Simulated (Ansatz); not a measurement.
The relaxed structure here is a generated cell of Cu2Te: the first start was made by placing the elements on the sites of a structure type, and the end was not matched to a known phase here, so it may be hypothetical.

A relaxed structure of Cu2Te. All values below come from r2SCAN (plane waves to 500 eV, PAW, scalar-relativistic; Ansatz, a first-principles code).

```xyz
6
Lattice="4.3246 0.0000 0.0000 -2.1623 3.7452 0.0000 0.0000 0.0000 7.3337" Properties=species:S:1:pos:R:3 pbc="T T T"
Cu     2.1623     1.2484     3.1503
Cu     0.0000     2.4968     6.8172
Cu     0.0000     0.0000     3.5926
Cu     0.0000     0.0000     7.2594
Te     2.1623     1.2484     0.5908
Te     0.0000     2.4968     4.2577
```

**Question.** Find the space group and the Wyckoff positions (tolerance 0.01 Å).

**Answer.** Space group P6₃mc (No. 186); a = 4.3246 Å, b = 4.3246 Å, c = 7.3337 Å, α = 90.00°, β = 90.00°, γ = 120.00°

```
atom  site  symmetry       x       y       z
----  ----  --------  ------  ------  ------
Cu      2b       3m.  0.6667  0.3333  0.4296
Cu      2a       3m.  0.0000  0.0000  0.4899
Te      2b       3m.  0.6667  0.3333  0.0806
```

**Question.** Give the shortest distances between elements (the closest pairs, up to four, under 3.6 Å).

**Answer.** Cu–Cu 2.54 Å; Cu–Te 2.56 Å.

```json
{
  "volume_per_atom": "19.80 Å³",
  "band_gap": "no gap on the sampled points, where the bands overlap only slightly; such a result is sensitive to mesh and level"
}
```

No spin polarisation in the result. Spin-orbit coupling is missing; with elements this heavy it can move band edges by tenths of an eV or more.

The run could not lose the symmetry of its start, so the end can be a saddle point.
